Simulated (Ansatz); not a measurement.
# Fields on a plane of NiO (rock salt)

```xyz
2
Lattice="0.0000 2.1087 2.1087 2.1087 0.0000 2.1087 2.1087 2.1087 0.0000" Properties=species:S:1:pos:R:3 pbc="T T T"
O      0.0000     0.0000     0.0000
Ni     2.1087     2.1087     2.1087
```

The slice is a {111} plane (indices of the conventional cell) through the point (0.500, 0.500, 0.500) (fractional), spanned by u = [100] and v = [-1 2 0] in vectors of this cell: u (2.98 Å) and v (5.17 Å, at 90° to u). It covers one period; positions are fractions (u, v).

Atoms on it: Ni at (0.00, 0.00); Ni at (0.50, 0.50).

Computed with PBE (plane waves to 420 eV, PAW, scalar-relativistic; Ansatz, a quantum-chemistry and plane-wave program). k mesh 19×19×19. Near the nuclei the fields are pseudised (PAW); where an atom keeps semicore shells as valence, they peak there. NiO is run spin-polarised and with no Hubbard U; the real compound is an antiferromagnetic insulator, a state that this run doesn't describe. NiO was relaxed with its symmetry unable to fall. Relaxed NiO ends ferromagnetic. The PAW data are Ansatz's earlier set. The magnetic order is the one the run started from; other orders were not tried.

```
|xxxx8833110000000000113388xx|
|9977442211000000000011224477|
|3333221100000011000000112233|
|1111110000001111110000001111|
|0000000000000011000000000000|
|0000000000000000000000000000|
|1100000000000000000000000000|
|1111000000111111111100000011|
|1100000011223333332211000000|
|0000001122447799774422110000|
|000000113388xxxxxx8833110000|
|000000113399xxxxxx9933110000|
|000000113388xxxxxx8833110000|
|0000001122447799774422110000|
|1100000011223333332211000000|
|1111000000111111111100000011|
|1100000000000000000000000000|
|0000000000000000000000000000|
|0000000000000011000000000000|
|1111110000001111110000001111|
|3333221100000011000000112233|
|9977442211000000000011224477|
|xxxx8833110000000000113388xx|
|xxxx9933110000000000113399xx|
```
Scale: ten equal steps from 0.07 (start of '0') to 0.63 (end of '9'), in the order '0123456789'. Values: ELF of the up spins. The map has 14 points along u (two characters each, u = 0 at the left) and 24 along v (v = 0 in the bottom row). Points within 0.4 Å of a nucleus are blanked (x), as the pseudised field means little there.

```
|*-           -|
|.             |
|              |
|              |
|              |
|              |
|              |
|              |
|              |
|       .      |
|      -*-     |
|     .*@*.    |
|      -*-     |
|       .      |
|              |
|              |
|              |
|              |
|              |
|              |
|              |
|.             |
|*-           -|
|@*.         .*|
```
Scale: ten equal steps from 0.00 (start of ' ') to 6.49 (end of '@'), in the order ' .:-=+*#%@'. Values: spin density, up minus down in e/Å³. The map has 14 points along u (one character each, u = 0 at the left) and 24 along v (v = 0 in the bottom row).
